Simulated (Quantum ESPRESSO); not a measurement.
**Band energies of PbI2**

```
PbI2
1.0
    4.61269     0.00000     0.00000
   -2.30635     3.99471     0.00000
    0.00000     0.00000     7.25703
I Pb
2 1
Direct
  0.66667   0.33333   0.74095
  0.33333   0.66667   0.25905
  0.00000   0.00000   0.00000
```

PBEsol (Quantum ESPRESSO, PseudoDojo norm-conserving, 70 Ry, with spin-orbit coupling); path ΓMKΓALHA,LM,KH; energies in eV from the valence-band maximum.

```
k (1/Å)  point  band 28  band 29  band 30  band 31  band 32  band 33  band 34  band 35
-------  -----  -------  -------  -------  -------  -------  -------  -------  -------
0.00         Γ    -0.52     1.61     1.61     3.09     3.09     3.76     3.76     5.99
0.45              -0.22     2.24     2.24     3.53     3.53     4.02     4.02     5.63
0.79         M    -0.33     2.36     2.36     3.68     3.68     4.49     4.49     5.08
0.90              -0.38     2.53     2.53     3.74     3.74     4.49     4.49     5.20
1.24         K    -0.61     3.29     3.29     4.28     4.28     4.55     4.55     6.34
1.35              -0.58     3.21     3.21     4.20     4.20     4.48     4.48     6.21
1.81              -0.15     2.18     2.18     3.35     3.35     3.80     3.80     6.22
2.15         Γ    -0.52     1.61     1.61     3.09     3.09     3.76     3.76     5.99
2.37              -0.20     1.54     1.54     2.99     2.99     3.69     3.69     6.25
2.58         A     0.00     1.46     1.46     2.90     2.90     3.61     3.61     6.33
2.78              -0.12     1.90     1.90     3.22     3.22     3.74     3.74     6.51
3.17              -0.57     2.58     2.58     3.67     3.67     4.21     4.21     5.74
3.37         L    -0.59     2.60     2.60     3.56     3.56     4.22     4.22     5.66
3.60              -0.37     2.64     2.64     3.61     3.61     4.09     4.09     6.21
3.82         H    -0.14     2.60     2.60     3.53     3.53     4.17     4.17     6.90
4.09              -0.23     2.60     2.60     3.74     3.74     4.10     4.10     6.34
4.46              -0.17     2.12     2.12     3.44     3.44     3.85     3.85     6.32
4.73         A     0.00     1.46     1.46     2.90     2.90     3.61     3.61     6.33
4.73         L    -0.59     2.60     2.60     3.56     3.56     4.22     4.22     5.66
5.16         M    -0.33     2.36     2.36     3.68     3.68     4.49     4.49     5.08
5.16         K    -0.61     3.29     3.29     4.28     4.28     4.55     4.55     6.34
5.60         H    -0.14     2.60     2.60     3.53     3.53     4.17     4.17     6.90
```

The PBEsol gap is direct, 1.46 eV at A.

Geometry of the Materials Project entry, not relaxed at this level.
